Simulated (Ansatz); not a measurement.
Relaxed-ion elastic tensor of Cr₂N in space group P-31m (No. 162; Cr on 6k, N on 2d, N on 1a) in GPa (Voigt order), the program Ansatz at the PBEsol level (PAW); density 6.99 g/cm³, 9.34 Å³ per atom.

```
  513    172    253    0.0  -15.3    0.0
  172    513    253    0.0   15.3    0.0
  253    253    447    0.0    0.0    0.0
  0.0    0.0    0.0    178    0.0   15.3
-15.3   15.3    0.0    0.0    178    0.0
  0.0    0.0    0.0   15.3    0.0    171
```

Is the crystal mechanically stable?

Yes: the smallest eigenvalue of C is 159 GPa.

Work out the Voigt, Reuss and Hill averages.

K_V = 314, K_R = 314, K_H = 314; G_V = 159, G_R = 148, G_H = 153 GPa.

Give Young's modulus, Poisson's ratio, Pugh's ratio and the universal anisotropy index.

E = 9KG/(3K + G) = 396 GPa; ν = 0.29; K/G = 2.05 (ductile by the Pugh limit of 1.75); A_U = 5G_V/G_R + K_V/K_R − 6 = 0.34.

Estimate the sound speeds and the Debye temperature.

v_l = √((K + 4G/3)/ρ) = 8610 m/s, v_t = √(G/ρ) = 4680 m/s, mean 5220 m/s; Θ = (h/k)(3n/4πV)^(1/3) v_m = 739 K.

How much does each axis shrink under pressure?

Linear compressibilities β_i = Σ_j S_ij (j = 1 to 3): x 1.1, y 1.1, z 1.0 per TPa.

The workflow started from an entry of the Crystallography Open Database (COD). Whether it is the stable phase at ambient conditions was not checked. Symmetry was held in the PBEsol relaxation; of distortions, only those at the zone centre were tested. The workflow began spin-polarised and lost its moments. As this level gives no gap, shear constants depend on the k-mesh and smearing (Fermi–Dirac, 0.1 eV here). On the denser mesh and wider smearing of the elastic run this cell carries a stress of 0.7 GPa.

Potentials: the later of the program's two PAW sets.
